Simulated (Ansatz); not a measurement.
Start of a relaxation of HfZrS3:

```cif
data_structure
_symmetry_space_group_name_H-M 'P 1'
_symmetry_Int_Tables_number 1
_cell_length_a 4.0332
_cell_length_b 4.0332
_cell_length_c 6.6530
_cell_angle_alpha 90.000
_cell_angle_beta 90.000
_cell_angle_gamma 90.000
_cell_volume 108.22
loop_
_atom_site_label
_atom_site_type_symbol
_atom_site_fract_x
_atom_site_fract_y
_atom_site_fract_z
_atom_site_occupancy
Zr1 Zr 0.50000 0.50000 0.00000 1
Hf1 Hf 0.50000 0.50000 0.50000 1
S1 S 0.00000 0.00000 0.78686 1
S2 S 0.00000 0.00000 0.21314 1
S3 S 0.00000 0.00000 0.50000 1
```

All numbers below come from Ansatz, DFT PBE, scalar-relativistic, plane waves, PAW. Cutoff 420 eV, Gaussian smearing, Γ-centred meshes. Cell and atoms relax first on a coarse mesh and then on a finer one. In between, the cell is made exact in the group found at 0.06 Å. In metals the finer mesh still leaves noise of several meV/atom or more. The steps can't lower the symmetry of their start. No spin polarisation.

A guess keeps its type if space group and coordination stay and the shape of the cell changes little (axis ratios within about 15 %, angles within 6°); the volume may change.

Problem. Does it keep its structure type, or change into something else?

Solution. It doesn't keep its type. The symmetry stays P4/mmm (No. 123). The volume per atom grows by 1.3 %, from 21.6 to 21.9 Å³. The shortest distance goes from 1.91 Å (S–S) to 2.40 Å (Hf–S). The ratio c/a of the conventional cell changes by a factor of 1.70. Counting neighbours within 15 % of an atom's shortest distance, the start has Hf 4, S 1/2, Zr 10 and the end Hf 4, S 4/5, Zr 8. In detail, at the end Zr is surrounded by 8 S at 2.79 Å and 4 Zr at 3.39 Å; around Hf lie 4 S at 2.40 Å; S on a site of symmetry 4mm is surrounded by 4 Zr at 2.79 Å, 1 S at 2.87 Å and 5 S at 3.33–3.39 Å; 1 more site not described.

```cif
data_structure
_symmetry_space_group_name_H-M 'P4/mmm'
_symmetry_Int_Tables_number 123
_cell_length_a 3.3932
_cell_length_b 3.3932
_cell_length_c 9.5244
_cell_angle_alpha 90.000
_cell_angle_beta 90.000
_cell_angle_gamma 90.000
_cell_volume 109.66
loop_
_atom_site_label
_atom_site_type_symbol
_atom_site_symmetry_multiplicity
_atom_site_Wyckoff_symbol
_atom_site_fract_x
_atom_site_fract_y
_atom_site_fract_z
_atom_site_occupancy
Zr1 Zr 1 c 0.50000 0.50000 0.00000 1
Hf1 Hf 1 d 0.50000 0.50000 0.50000 1
S1 S 2 g 0.00000 0.00000 0.84957 1
S2 S 1 b 0.00000 0.00000 0.50000 1
```

The zero of energy is the elements' standard structures at the same level; no fitted shifts are applied.

Problem. At what energy does it end?

Solution. −0.84 eV/atom. It lies below the elements, which doesn't yet make it stable against other compounds or structures.

The last run used a 12×12×4 mesh (in the run's order of axes) for its 5-atom cell and Gaussian smearing of 0.10 eV. No dispersion correction is applied, so the spacing and binding between layers, chains or molecules are poorly described. These runs have no spin–orbit coupling, which can matter for Hf. The reference form of S is held partly by dispersion forces, which this level lacks. A structure relaxed within its symmetry needn't be a true minimum.

In counts of neighbours, a slash parts the counts of unlike sites.
